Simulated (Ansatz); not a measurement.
Crystals of one structure type (rock salt) and one family of elements, relaxed and computed with LDA (plane waves, PAW; program Ansatz).

```
crystal  V (Å³/atom)  K_Hill (GPa)
-------  -----------  ------------
LiCl           15.29          40.9
NaCl           20.39          32.1
KCl            28.04          24.3
NaI            30.66          20.8
KBr            32.33             ?
RbCl           32.43          21.8
KI             39.61          16.0
```

Q: Fit a straight line to ln K against ln V and predict the withheld value.

A: Least squares on the 6 shown rows: ln K = -0.96 × ln V + (6.355), with a scatter of 4 %. For KBr this gives 20.5. The run itself gave 20.3, within the scatter.

All cells were relaxed under the symmetry of their starts (and spin orders); stability against distortions was not tested throughout. Scalar-relativistic: spin–orbit coupling is off unless named, which matters more the heavier the elements.

Potentials: the later of the program's two PAW sets.
